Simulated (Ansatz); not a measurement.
A short materials screen. A thin piezoelectric film on a fast substrate raises the frequency that a given finger pitch reaches and keeps the wave at the surface.

The reference row is diamond. Isotropic (polycrystal) averages. Wavelength 2 μm (twice a pitch of 1.0 μm); target 5 GHz. All rows have a gap at this level.

Where the numbers come from (Ansatz, a plane-wave PAW program): v_l, v_t: r²SCAN, elastic tensor, Hill average; density: r²SCAN, relaxed cell.

Runs started from generated or typed cells of the structure named: BaHfO3; diamond; MgS. No claim is made that these are known or stable phases: MgZn2O3 (P-3m1, hP6). Of the phases: diamond is metastable against graphite at zero pressure. Over 15 meV/atom above the lowest phase of their formula at hand: MgS (31 meV/atom, r²SCAN). Spin–orbit coupling is left out unless named.

```
crystal                    v_l (km/s)  v_t (km/s)  density (g/cm³)
-------------------------  ----------  ----------  ---------------
BaHfO3 (cubic perovskite)        6.18        3.63             8.29
RuS2 (Pa-3)                      7.64        4.64             6.14
MgZn2O3 (P-3m1, hP6)             7.13        3.83             5.87
diamond, reference              18.29       12.46             3.54
MgS (zinc blende)                6.54        3.21             2.06
```

Model: ν = (v_l² − 2v_t²)/(2(v_l² − v_t²)); v_R ≈ v_t (0.87 + 1.12ν)/(1 + ν); f = v_R/wavelength; pitch = v_R/2f.

Problem. Compute Poisson ratio, Rayleigh speed, frequency and pitch for the target for MgS, showing the steps.

Solution. 
ν = (6.54² − 2 × 3.21²)/(2 × (6.54² − 3.21²)) = 0.341; v_R = 3.21 × (0.87 + 1.12 × 0.341)/(1 + 0.341) = 2.997 km/s; f = 2.997/2 = 1.50 GHz; pitch for the target: 500 × 2.997/5 = 300 nm.

Problem. Put the candidates in order of Rayleigh speed, highest first.

Solution. The same steps for every row:

| crystal | Poisson ratio | Rayleigh speed (km/s) | frequency (GHz) | pitch for the target (nm) |
|---|---|---|---|---|
| BaHfO3 (cubic perovskite) | 0.237 | 3.332 | 1.67 | 333 |
| RuS2 (Pa-3) | 0.208 | 4.237 | 2.12 | 424 |
| MgZn2O3 (P-3m1, hP6) | 0.297 | 3.551 | 1.78 | 355 |
| diamond, reference | 0.067 | 11.036 | 5.52 | 1100 |
| MgS (zinc blende) | 0.341 | 2.997 | 1.50 | 300 |

By Rayleigh speed (highest first): diamond (11.036 ± 0.41), RuS2 (4.237 ± 0.17), MgZn2O3 (P-3m1, hP6) (3.551 ± 0.14), BaHfO3 (3.332 ± 0.13), MgS (2.997 ± 0.12). The ± follows from allowances picked for this note (v_l 3 %, v_t 3 %, 3 % for the model), carried to first order and added in quadrature; ≈ joins neighbours closer than their two ± added in quadrature. On this figure 0 of 4 candidates do clearly better than the reference.

Single-crystal speeds depend on cut and direction, and the film changes the speed. Where several phases of a formula are at hand, those over 0.1 eV/atom above the lowest were not drawn (by r²SCAN where it compared them, else by the largest value; a layered or molecular lowest phase counts only with a dispersion term); other phases could lie lower still. The rows are a sample of crystals with v_t over 3 km/s, picked without regard to agreement with measurement. Limits of the draw: gap over 0.3 eV, v_l over 1.45 v_t, v_t over 3 km/s; for moduli and speeds, an anisotropy index under 2.5, no layered crystals; no unfamiliar magnets, and cubic perovskites only if shown or known to be stable. As a rule kept out of such tables: 4f compounds, open-shell compounds run without a Hubbard term, cells found unstable in the tests at hand, cells close to a higher symmetry, and runs set to a pressure or over 12 % in volume from the crystal's fullest run.
